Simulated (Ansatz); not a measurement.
**LaB$_{6}$: relaxation (Ansatz)**

Launch command:

```bash
ansatz run input.yaml --threads 2 --pin off --max-ram 3584MiB --backend cpu --events-out ev --progress --plain --runs-dir out
```

Input:

```yaml
crystal:
  lattice:
    - [4.212077, 0.0, 0.0]
    - [0.0, 4.212077, 0.0]
    - [0.0, 0.0, 4.212077]
  atoms:
    - { symbol: La, position: [0.0, 0.0, 0.0] }
    - { symbol: B, position: [0.19853, 0.5, 0.5] }
    - { symbol: B, position: [0.5, 0.19853, 0.5] }
    - { symbol: B, position: [0.80147, 0.5, 0.5] }
    - { symbol: B, position: [0.5, 0.80147, 0.5] }
    - { symbol: B, position: [0.5, 0.5, 0.19853] }
    - { symbol: B, position: [0.5, 0.5, 0.80147] }
  symmetry: { tolerance: 0.0003 }
kpoints:
  mp_grid: { grid: [6, 6, 6], shift: [0, 0, 0] }
magnetization:
  spin_polarized: false
scf:
  occupations: { method: gaussian, width: 0.0343 }
  lower_state_search: "off"
hamiltonian:
  pseudopotentials: { kind: paw }
  xc: pbe
basis:
  ecutwfc: 420
  fft_grid_basis: typed
relax:
  max_steps: 40
  cell: { p_target: 0.0 }
output:
  forces: true
  stress: true
  eigenvalues: true
  bader: true
  populations: true
  elf: true
  write_potential: true
  volumetric_format: npy
  dos:
    e_range: [-12, 8]
    de: 0.05
    projected: { site_lists: { B: [B], La: [La] } }
  write_density: true
checkpoint:
  read: saved_state
```

Origin of the cell: a database entry, scaled a little.

The saved state is a converged single point of the same cell.

Output (shortened):

```
SCF iter   1: F=—  HF=-7189.425677 eV  Δρ=1.09e-3  dr2=8.70e-4
SCF iter   2: F=—  HF=-7189.425562 eV  Δρ=3.98e-4  dr2=5.32e-5
SCF iter   3: F=—  HF=-7189.425616 eV  Δρ=1.38e-4  dr2=5.79e-6
SCF iter   4: F=-7189.425621 eV  HF=-7189.425621 eV  Δρ=1.20e-5  dr2=6.54e-8
relax step   1: F+E_penalty+E_count = -7189.425621 eV  Δ(F+E_penalty+E_count) = +0.000e0 eV  max|allowed force component| = 4.202e-1 eV/Å  Δτ_max = 0.0000 Å  P = -6.931 GPa  Ω = 74.729 Å³  (4 […]
relax step   2: F+E_penalty+E_count = -7189.490949 eV  Δ(F+E_penalty+E_count) = -6.533e-2 eV  max|allowed force component| = 3.543e-1 eV/Å  Δτ_max = 0.0002 Å  P = -2.164 GPa  Ω = 72.547 Å³  e […]
relax step   3: F+E_penalty+E_count = -7189.502971 eV  Δ(F+E_penalty+E_count) = -1.202e-2 eV  max|allowed force component| = 7.302e-2 eV/Å  Δτ_max = 0.0040 Å  P = +0.127 GPa  Ω = 71.664 Å³  e […]
relax step   4: F+E_penalty+E_count = -7189.503171 eV  Δ(F+E_penalty+E_count) = -2.002e-4 eV  max|allowed force component| = 3.234e-3 eV/Å  Δτ_max = 0.0012 Å  P = +0.019 GPa  Ω = 71.730 Å³  e […]
relax step   5: F+E_penalty+E_count = -7189.499277 eV  Δ(F+E_penalty+E_count) = +3.894e-3 eV  max|allowed force component| = 1.895e-3 eV/Å  Δτ_max = 0.0000 Å  P = -0.034 GPa  Ω = 71.730 Å³  stress off target by 3.42e-2 GPa […]
SCF 5 converged in 5 iterations: F = -7189.499277 eV  dr2 = 2.32e-11
basis re-selected at this cell: Δ(F+E_penalty+E_count) = +3.894e-3 eV, ΔP = -0.053 GPa vs the last step (what re-selecting the basis moved, of the pressure what is left beyond the Pulay corre […]
SCF converged after 5 iterations
Free energy (F): -7189.499277 eV
Harris-Foulkes:  -7189.499277 eV  (|F-HF|=1.64e-11)
Internal energy: -7189.498357 eV  (E = F + TS)
E sigma→0 (E₀):  -7189.498817 eV
Entropy (-TS):   -0.000919 eV (-0.131 meV/atom)
Fermi energy:    12.143923 eV
--- Per-component energies (eV) ---
  E_band       = 48.304500
  E_kinetic    = 492.352059
  E_local      = -387.258264  (includes V_loc(G=0)·N_el)
  E_nonlocal   = 166.136552
  E_hartree    = 119.498700
  E_xc         = -335.079053
  E_vxc        = -380.294300  (∫ρ·V_xc dr)
  E_paw        = -5889.839981  (= ΣΔE_a)
  E_vpaw       = -81.628976  (= ΣTr[D̂ρ^β])
  E_aug_tail   = -0.000017  (compensation charges beyond the density's cutoff)
  E_ewald      = -1355.308353
  E_smearing   = -0.000919  (= −TS)
  Σ components = -7189.499277   (vs F -7189.499277, Δ=0.00e0)
--- Forces (eV/Å), atoms counted from 1 ---
  atom   1  La    -0.000000    -0.000000    -0.000000
  atom   2  B      0.001895    -0.000000    -0.000000
  atom   3  B      0.000000     0.001895     0.000000
  atom   4  B     -0.001895     0.000000     0.000000
  atom   5  B     -0.000000    -0.001895    -0.000000
  atom   6  B     -0.000000    -0.000000     0.001895
  atom   7  B      0.000000     0.000000    -0.001895
  max |Σ_I F_I| component: 1.39e-17 eV/Å
--- Stress (GPa, compression-positive) ---
       -0.034236       0.000000      -0.000000
        0.000000      -0.034236       0.000000
       -0.000000       0.000000      -0.034236
  P = ⅓ Tr σ = -0.0342 GPa (-0.342 kbar)
--- Relaxed structure (4 steps of the walk, 4 accepted, 1 SCFs on fresh bases) ---
  F+E_penalty+E_count = -7189.499277 eV   max|allowed force component| = 1.895e-3 eV/Å   (the final SCF, on the basis selected at the relaxed cell)
  cell:  # Å, volume = 71.7298 Å³
    - [4.154957, 0.0, 0.0]
    - [0.0, 4.154957, 0.0]
    - [0.0, 0.0, 4.154957]
  atoms:
    - { symbol: La, position: [0.0, 0.0, 0.0] }
    - { symbol: B, position: [0.199707, 0.5, 0.5] }
    - { symbol: B, position: [0.5, 0.199707, 0.5] }
    - { symbol: B, position: [0.800293, 0.5, 0.5] }
    - { symbol: B, position: [0.5, 0.800293, 0.5] }
    - { symbol: B, position: [0.5, 0.5, 0.199707] }
    - { symbol: B, position: [0.5, 0.5, 0.800293] }
--- Löwdin populations: 7 sites ---
  site symbol       q [e]
     0     La     10.0565
     1      B      3.1426
     2      B      3.1426
     3      B      3.1426
     4      B      3.1426
     5      B      3.1426
     6      B      3.1426
  spilling = 0.003022 (of n_electrons = 29.000000)
--- Bader charges: 7 sites ---
  site symbol  charge [e]  shift [e]
     0     La      1.6913     0.0000
     1      B     -0.2819     0.0000
     2      B     -0.2819     0.0000
     3      B     -0.2819     0.0000
     4      B     -0.2819     0.0000
     5      B     -0.2819     0.0000
     6      B     -0.2819     0.0000
  estimated error of the sums over rays = 2.6e-4 e
```

Before:

Space group Pm-3m (No. 221); the run's cell has a = 4.212 Å, b = 4.212 Å, c = 4.212 Å, α = 90.00°, β = 90.00°, γ = 90.00°. Shortest distances: B–B 1.67 Å, B–La 3.09 Å.

The relaxed structure.

Space group Pm-3m (No. 221); the run's cell has a = 4.155 Å, b = 4.155 Å, c = 4.155 Å, α = 90.00°, β = 90.00°, γ = 90.00°. Shortest distances: B–B 1.66 Å, B–La 3.05 Å.

```yaml
Free_energy_lowered_by: 10.5 meV/atom
Volume_change: -4.01 %
Final_pressure: -0.03 GPa
Relaxation_steps_listed: 5
Formation_energy_elements_under_the_same_functional_gases_as_molecules_uncorrected: -0.560 eV/atom
```

Caveats: no moments, though an odd count or open d shells may carry them; no spin-orbit coupling, though heavy elements are present; the relaxation held the start's symmetry, so the end may be a saddle point.

The run took 42 s on 2 threads of Arm Neoverse N1, on a shared host, peak memory 0.38 GiB, from a saved density.
